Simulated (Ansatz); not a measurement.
Theory: DFT PBE, scalar-relativistic, plane waves, PAW (Ansatz 0.2.0). All cells share a 420 eV cutoff and Γ-centred k meshes spaced about 0.3 Å⁻¹ or finer (0.25 for metals, 2π included). No spin polarisation.

Temperature and zero-point effects are left out.

Two forms of Al₃Ga₃N₂ were relaxed alike.

A.

```xyz
8
Lattice="3.0762 0.0000 0.0000 -1.5381 2.6641 0.0000 0.0000 0.0000 14.6190" Properties=species:S:1:pos:R:3 pbc="T T T"
Al    0.0000    1.7761    2.5618
Al    0.0000    0.0000    5.1469
Al    0.0000    0.0000    0.0148
Ga    0.0000    1.7761    7.5844
Ga    0.0000    1.7761   12.3665
Ga    1.5381    0.8880    9.9429
N     0.0000    0.0000    1.9516
N     0.0000    1.7761    4.4781
```

B.

```xyz
8
Lattice="2.9247 0.0000 0.0000 -1.4624 2.5329 0.0000 0.0000 0.0000 14.3618" Properties=species:S:1:pos:R:3 pbc="T T T"
Al    0.0000    1.6886   11.9776
Al    1.4624    0.8443    2.3842
Al    0.0000    0.0000    0.0000
Ga    0.0000    1.6886    4.6635
Ga    0.0000    0.0000    7.1809
Ga    1.4624    0.8443    9.6983
N     1.4624    0.8443   13.1952
N     0.0000    1.6886    1.1666
```

Question: Which form is favoured at zero pressure, and by what margin per atom?

Answer: A is lower, by 128 meV/atom. A has space group P3m1 (No. 156), 15.0 Å³/atom and no gap on its mesh; B has space group P-3m1 (No. 164), 13.3 Å³/atom and no gap. Counting Al or Ga atoms around N (for each partner element, those within 1.25 times its shortest distance or 1.15 times the sum of covalent radii, where it is the nearest in units of that sum or under 1.3), A has N 4 and B has N 6. The lower one is the more open, so pressure narrows the difference. In A, Al on its first site has 4 N at 1.88–1.92 Å and 12 Al at 3.08–3.14 Å; Ga on its first site is surrounded by 9 Ga at 2.95–3.08 Å, 3 Al at 3.02 Å and 1 N at 3.11 Å; N on its first site is surrounded by 4 Al at 1.88–1.94 Å; 5 more sites not described. In B, around Al on a site of symmetry 3m lie 3 N at 2.08 Å, 3 Ga at 2.84 Å and 9 Al at 2.92 Å; Ga on a site of symmetry 3m is surrounded by 3 Al at 2.84 Å, 9 Ga at 2.92–3.03 Å and 1 N at 3.50 Å; around N lie 6 Al at 2.05–2.08 Å, 9 N at 2.88–2.92 Å and 1 Ga at 3.50 Å; 2 more sites not described. Both come from trial cells of a structure search, whose lowest cell (R3m, 15.1 Å³/atom) lies 18 meV/atom below the lower of the two.

Trial moments fell under 0.15 μB along the way in P3m1 and P-3m1; another start might hold them. With atoms moved at random, A (by 18 meV/atom) fell into a lower structure. B had no clear such test and can be a saddle point. Some types were kept out of the candidates beforehand, so the set may lack a known form.
